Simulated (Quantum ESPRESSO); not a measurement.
Al2ZnGeN4, input and log of a self-consistent run

Simulated, not a measurement. The program is pw.x of Quantum ESPRESSO 7.5 (plane-wave density functional theory). The cell is made up: 8 atoms on a zincblende/diamond lattice, with randomly drawn elements, strain and displacements, not relaxed. PseudoDojo standard norm-conserving files (v0.5 for PBE, v0.4.1 for LDA and PBEsol) set the functional; there is no spin polarisation, spin-orbit coupling or dispersion term, and the masses in the input are unused placeholders.

Input:

```
&control calculation='scf', pseudo_dir='./dojo.nc.sr.pbe.v0_5.standard.upf', outdir='./o', disk_io='medium', tprnfor=.true., tstress=.true. /
&system ibrav=0, nat=8, ntyp=4, nbnd=36, ecutwfc=84.00895049, nosym=.true., tot_charge=0,
 occupations='smearing', smearing='fd', degauss=0.0018374661
/
&electrons conv_thr=7.350e-09, electron_maxstep=60, /
ATOMIC_SPECIES
Al 1.0 Al.upf
Ge 1.0 Ge.upf
N 1.0 N.upf
Zn 1.0 Zn.upf
CELL_PARAMETERS angstrom
4.6633 0.0658 0.0
0.0658 4.6633 0.0
0.0 0.0 4.6633
ATOMIC_POSITIONS angstrom
Al 0.1101 -0.0453 0.0424
Zn -0.0335 2.2841 2.2933
Al 2.4363 0.0414 2.3029
Ge 2.3745 2.4257 0.0869
N 1.1883 1.2085 1.1404
N 1.1492 3.4674 3.5072
N 3.4433 1.2689 3.4628
N 3.564 3.5709 1.1065
K_POINTS automatic
4 4 4 1 1 1
```

The log is shortened where brackets say so; the opening notice, blank lines, dates and the lines on written files are dropped, and the path of the files is cut. It prints rydbergs, bohrs and kilobars, and counts compression as positive stress.

```
     Program PWSCF v.7.5
     Parallel version (MPI & OpenMP), running on       1 processor cores
     Number of MPI processes:                 1
     Threads/MPI process:                     1
     [start-up lines left out]
     bravais-lattice index     =            0
     lattice parameter (alat)  =       8.8132  a.u.
     unit-cell volume          =     684.2112 (a.u.)^3
     number of atoms/cell      =            8
     number of atomic types    =            4
     number of electrons       =        60.00
     number of Kohn-Sham states=           36
     kinetic-energy cutoff     =      84.0090  Ry
     charge density cutoff     =     336.0358  Ry
     scf convergence threshold =      7.3E-09
     mixing beta               =       0.7000
     number of iterations used =            8  plain     mixing
     Exchange-correlation= PBE
                           (   1   4   3   4   0   0   0)
     [axes and pseudopotential details left out]
   Cartesian axes
     site n.     atom                  positions (alat units)
         1        Al     tau(   1) = (   0.0236075  -0.0097132   0.0090914  )
         2        Zn     tau(   2) = (  -0.0071830   0.4897546   0.4917273  )
         3        Al     tau(   3) = (   0.5223892   0.0088769   0.4937857  )
         4        Ge     tau(   4) = (   0.5091381   0.5201163   0.0186330  )
         5        N      tau(   5) = (   0.2547942   0.2591255   0.2445235  )
         6        N      tau(   6) = (   0.2464104   0.7434767   0.7520106  )
         7        N      tau(   7) = (   0.7383092   0.2720764   0.7424904  )
         8        N      tau(   8) = (   0.7641896   0.7656691   0.2372547  )
     number of k points=    32  Fermi-Dirac smearing, width (Ry)=  0.0018
                       cart. coord. in units 2pi/alat
        k(    1) = (   0.1232730   0.1232730   0.1250124), wk =   0.0625000
        k(    2) = (   0.1232730   0.1232730   0.3750373), wk =   0.0625000
     [further k points left out]
     Dense  grid:    71237 G-vectors     FFT dimensions: (  54,  54,  54)
     Estimated max dynamical RAM per process >      91.69 MB
     Initial potential from superposition of free atoms
     starting charge      59.9941, renormalised to      60.0000
     Starting wfcs are   43 randomized atomic wfcs
     total cpu time spent up to now is        9.3 secs
     per-process dynamical memory:    52.9 Mb
     Self-consistent Calculation
     iteration #  1     ecut=    84.01 Ry     beta= 0.70
     Davidson diagonalization with overlap
     ethr =  1.00E-02,  avg # of iterations =  3.0
     total cpu time spent up to now is       31.6 secs
     total energy              =    -688.29528522 Ry
     estimated scf accuracy    <       2.15815843 Ry
     iteration #  2     ecut=    84.01 Ry     beta= 0.70
     Davidson diagonalization with overlap
     ethr =  3.60E-03,  avg # of iterations =  3.0
     total cpu time spent up to now is       52.2 secs
     total energy              =    -688.90236216 Ry
     estimated scf accuracy    <       2.44199111 Ry
     iteration #  3     ecut=    84.01 Ry     beta= 0.70
     Davidson diagonalization with overlap
     ethr =  3.60E-03,  avg # of iterations =  2.0
     total cpu time spent up to now is       71.9 secs
     total energy              =    -689.29182897 Ry
     estimated scf accuracy    <       0.03739756 Ry
     iteration #  4     ecut=    84.01 Ry     beta= 0.70
     Davidson diagonalization with overlap
     ethr =  6.23E-05,  avg # of iterations =  4.8
     total cpu time spent up to now is       94.1 secs
     total energy              =    -689.31214465 Ry
     estimated scf accuracy    <       0.01948565 Ry
     iteration #  5     ecut=    84.01 Ry     beta= 0.70
     Davidson diagonalization with overlap
     ethr =  3.25E-05,  avg # of iterations =  3.3
     total cpu time spent up to now is      111.8 secs
     total energy              =    -689.31381166 Ry
     estimated scf accuracy    <       0.00890122 Ry
     [iterations 6 to 8 left out]
     iteration #  9     ecut=    84.01 Ry     beta= 0.70
     Davidson diagonalization with overlap
     ethr =  2.46E-08,  avg # of iterations =  3.8
     total cpu time spent up to now is      187.7 secs
     total energy              =    -689.31413362 Ry
     estimated scf accuracy    <       0.00000614 Ry
     iteration # 10     ecut=    84.01 Ry     beta= 0.70
     Davidson diagonalization with overlap
     ethr =  1.02E-08,  avg # of iterations =  2.0
     total cpu time spent up to now is      203.5 secs
     total energy              =    -689.31413378 Ry
     estimated scf accuracy    <       0.00000103 Ry
     iteration # 11     ecut=    84.01 Ry     beta= 0.70
     Davidson diagonalization with overlap
     ethr =  1.71E-09,  avg # of iterations =  2.0
     total cpu time spent up to now is      223.4 secs
     total energy              =    -689.31413397 Ry
     estimated scf accuracy    <       0.00000005 Ry
     iteration # 12     ecut=    84.01 Ry     beta= 0.70
     Davidson diagonalization with overlap
     ethr =  8.60E-11,  avg # of iterations =  4.0
     total cpu time spent up to now is      246.7 secs
     total energy              =    -689.31413399 Ry
     estimated scf accuracy    <       0.00000004 Ry
     iteration # 13     ecut=    84.01 Ry     beta= 0.70
     Davidson diagonalization with overlap
     ethr =  6.48E-11,  avg # of iterations =  2.0
     total cpu time spent up to now is      263.5 secs
     End of self-consistent calculation
     [lines on levels left out]
!    total energy              =    -689.31413399 Ry
     estimated scf accuracy    <          4.4E-09 Ry
     smearing contrib. (-TS)   =      -0.00000000 Ry
     internal energy E=F+TS    =    -689.31413399 Ry
     The total energy is F=E-TS. E is the sum of the following terms:
     one-electron contribution =    -503.27622169 Ry
     hartree contribution      =     280.81359722 Ry
     xc contribution           =    -117.24006237 Ry
     ewald contribution        =    -349.61144716 Ry
     convergence has been achieved in  13 iterations
     Forces acting on atoms (cartesian axes, Ry/au):
     atom    1 type  1   force =    -0.03501288    0.03120973   -0.03797234
     atom    2 type  4   force =     0.01844442    0.00559296    0.02531366
     atom    3 type  1   force =    -0.04794174    0.01534089    0.02615571
     atom    4 type  2   force =    -0.02215391   -0.03581776   -0.07699063
     atom    5 type  3   force =     0.05253370   -0.04759951   -0.01882483
     atom    6 type  3   force =     0.07214481    0.04516824    0.02968019
     atom    7 type  3   force =    -0.00875748   -0.05192454    0.06165789
     atom    8 type  3   force =    -0.02925691    0.03802998   -0.00901965
     Total force =     0.195031     Total SCF correction =     0.000057
     Computing stress (Cartesian axis) and pressure
          total   stress  (Ry/bohr**3)                   (kbar)     P=     -164.25
  -0.00109488  -0.00023784  -0.00005306         -161.06      -34.99       -7.80
  -0.00023784  -0.00115847  -0.00002468          -34.99     -170.42       -3.63
  -0.00005306  -0.00002468  -0.00109621           -7.80       -3.63     -161.26
     init_run     :      8.45s CPU      9.19s WALL (       1 calls)
     electrons    :    235.99s CPU    254.14s WALL (       1 calls)
     forces       :      2.87s CPU      2.92s WALL (       1 calls)
     stress       :     10.89s CPU     10.96s WALL (       1 calls)
     [timing details left out]
     PWSCF        :   4m18.44s CPU   4m37.65s WALL
     JOB DONE.
```

In other units: free energy -9378.597 eV for the cell, pressure -16.42 GPa, largest force component 1.980 eV/Å. A rerun of this cell at 1437 eV and a 6 x 6 x 6 mesh moved values by no more than 0.003 eV in energy, 0.02 GPa in stress and 0.002 eV/Å in force.